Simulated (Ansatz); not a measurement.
PbS:
```xyz
8
Lattice="5.0056 0.0000 0.0000 -2.5028 4.3350 0.0000 0.0000 0.0000 11.9726" Properties=species:S:1:pos:R:3 pbc="T T T"
Pb     0.0000     0.0000     0.4224
Pb     0.0000     0.0000     6.4087
Pb     2.5028     1.4450     9.2488
Pb     0.0000     2.8900     3.2625
S      0.0000     0.0000     9.2261
S      0.0000     0.0000     3.2398
S      2.5028     1.4450     6.5519
S      0.0000     2.8900     0.5656
```

Relaxed with HSE06. Special points in fractions of this cell's reciprocal vectors: Γ (0.000, 0.000, 0.000); M (0.500, 0.000, 0.000); K (0.333, 0.333, 0.000); A (0.000, 0.000, 0.500); L (0.500, 0.000, 0.500); H (0.333, 0.333, 0.500).

Question: List the band energies nearest the valence-band maximum at these points for the program Ansatz at the HSE06 level (PAW).

Answer: In eV from the valence-band maximum; about four levels below and three above (degenerate sets whole), none deeper than 8.9 eV; points with the same levels are listed once.

```csv
k,below,above
Γ,-1.98 -1.98 -1.39 -0.59,2.29 2.57 2.57
M,-1.90 -0.95 -0.71 -0.37,2.33 2.39 3.88
K,-0.54 -0.28 -0.28 0.00,2.55 3.09 3.09
A,-2.09 -2.09 -2.09 -2.09 -1.00 -1.00,2.77 2.77 2.77 2.77
L,-1.52 -1.52 -0.59 -0.59,2.93 2.93 3.68 3.68
H,-0.41 -0.41 -0.28 -0.28,3.04 3.04 3.36 3.36
```

Space group P6_3mc. The cell is a constructed one: a structure type filled with these elements; neither database checked (COD, Materials Project) lists it. It is not the phase usual at ambient conditions (space group No. 225). The cell was relaxed with HSE06 under the symmetry of its start; whether a distortion lowers the energy is not shown. The hybrid was solved on a coarse mesh, the path and, where they were found, the r²SCAN edge points; its band edges are the extreme levels among these. Scalar-relativistic: spin–orbit coupling is off unless named, which matters more the heavier the elements.

Potentials: the later of the program's two PAW sets.
